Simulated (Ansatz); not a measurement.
The relaxed structure here is a generated cell of Nb: the first start was made by placing the elements on the sites of a structure type, and the end was not matched to a known phase here, so it may be hypothetical. Known forms of Nb include space group No. 229.

A relaxed cell of Nb (P6₃/mmc (No. 194)), relaxed on a k-mesh at least as fine as the one used below. All values below come from PBEsol (plane waves to 420 eV, PAW, scalar-relativistic; Ansatz, a program for electronic structure). Γ-centred k-mesh 13×13×3 on the run's cell (coarser than for final values), Fermi–Dirac smearing 0.05 eV.

```xyz
4
Lattice="2.8258 0.0000 0.0000 -1.4129 2.4472 0.0000 0.0000 0.0000 10.4230" Properties=species:S:1:pos:R:3 pbc="T T T"
Nb     0.0000     0.0000     0.0000
Nb     0.0000     0.0000     5.2115
Nb     0.0000     1.6315     2.6057
Nb     1.4129     0.8157     7.8172
```

The atoms are displaced along an unstable phonon of this cell by (Å):

| atom | ux | uy | uz |
|---|---|---|---|
| Nb1 | 0.000 | 0.150 | 0.000 |
| Nb2 | 0.000 | 0.150 | 0.000 |
| Nb3 | 0.000 | -0.150 | 0.000 |
| Nb4 | 0.000 | -0.150 | 0.000 |

Task: What forces (eV/Å) and pressure result?

Result: 
```json
[
 {"atom": "Nb1", "Fx": "0.00", "Fy": "0.11", "Fz": "-0.05"},
 {"atom": "Nb2", "Fx": "0.00", "Fy": "0.11", "Fz": "0.05"},
 {"atom": "Nb3", "Fx": "0.00", "Fy": "0.03", "Fz": "0.00"},
 {"atom": "Nb4", "Fx": "0.00", "Fy": "-0.26", "Fz": "0.00"}
]
```

Pressure +0.2 GPa.

The undisplaced cell is probably no minimum: from this displacement the run went on to Im-3m (No. 229), 0.30 eV/atom below it.

No spin polarisation in the result.
